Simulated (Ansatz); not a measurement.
Relaxed-ion elastic tensor of Zn (hcp (Mg type), P6_3/mmc) in GPa (Voigt order), PBEsol in the plane-wave PAW code Ansatz; density 7.60 g/cm³, 14.29 Å³ per atom.

```
 212  54.7  55.8   0.0   0.0   0.0
54.7   212  55.8   0.0   0.0   0.0
55.8  55.8  73.1   0.0   0.0   0.0
 0.0   0.0   0.0  35.4   0.0   0.0
 0.0   0.0   0.0   0.0  35.4   0.0
 0.0   0.0   0.0   0.0   0.0  78.8
```

Problem. Is the crystal mechanically stable?

Solution. Yes: the smallest eigenvalue of C is 35.4 GPa.

Problem. Work out the Voigt, Reuss and Hill averages.

Solution. K_V = 92.2, K_R = 70.0, K_H = 81.1; G_V = 52.0, G_R = 40.4, G_H = 46.2 GPa.

Problem. Give Young's modulus, Poisson's ratio, Pugh's ratio and the universal anisotropy index.

Solution. E = 9KG/(3K + G) = 117 GPa; ν = 0.26; K/G = 1.75 (near the Pugh limit of 1.75, no verdict); A_U = 5G_V/G_R + K_V/K_R − 6 = 1.74.

Problem. Estimate the sound speeds and the Debye temperature.

Solution. v_l = √((K + 4G/3)/ρ) = 4330 m/s, v_t = √(G/ρ) = 2470 m/s, mean 2740 m/s; Θ = (h/k)(3n/4πV)^(1/3) v_m = 336 K.

Problem. Solve the Christoffel equation for the three sound speeds along x, y, z.

Solution. Eigenvalues of C_ijkl n_j n_l equal ρv². In km/s, slowest first: x 2.16, 3.22, 5.28; y 2.16, 3.22, 5.28; z 2.16, 2.16, 3.10.

Problem. How much does each axis shrink under pressure?

Solution. Linear compressibilities β_i = Σ_j S_ij (j = 1 to 3): x 1.3, y 1.3, z 12 per TPa.

The cell keeps a stress of up to 0.3 GPa. Symmetry was held in the PBEsol relaxation. As this level gives no gap, shear constants depend on the k-mesh and smearing (Fermi–Dirac, 0.1 eV here). On the denser mesh and wider smearing of the elastic run this cell carries a stress of 0.7 GPa.

Potentials: the earlier of the program's two PAW sets. The files were generated under PBE; for other functionals the program regenerates the frozen cores, and for LDA and PBEsol the local potential too.
